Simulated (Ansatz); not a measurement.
Mo3Ir (Cu3Au type, Pm-3m), DFT-PBEsol in the program Ansatz with PAW potentials, all energies at zero smearing, with the estimated change up to a 700 eV cutoff added, with one set of potentials and settings (totals compare only within such a set). Cell of 4 atoms (3 Mo, 1 Ir): -26493.004 eV.

```
element             reference phase  E (eV/atom)
-------  --------------------------  -----------
Mo       Im-3m, 1 atoms in the cell   -4897.5018
Ir       Fm-3m, 1 atoms in the cell  -11800.4472
```

Formation energy per atom, worked out: (-26493.004 − 3×(-4897.5018) − 1×(-11800.4472))/4 = -0.013 eV/atom (-1 kJ per mol of atoms), at 0 K, without zero-point energy or fitted corrections.

A made-up cell: these elements were put on the sites of a structure type; neither database checked (COD, Materials Project) lists it. Its standing as an ambient phase is unchecked. Symmetry was held in the PBEsol relaxation; whether a distortion lowers the energy is not shown. No spin polarisation was allowed. The references are the lowest solids computed at this level, not always the standard phases. Scalar-relativistic: spin–orbit coupling is off unless named, which matters more the heavier the elements.

Potentials: the earlier of the program's two PAW sets. The files were generated under PBE; for other functionals the program regenerates the frozen cores, and for LDA and PBEsol the local potential too.
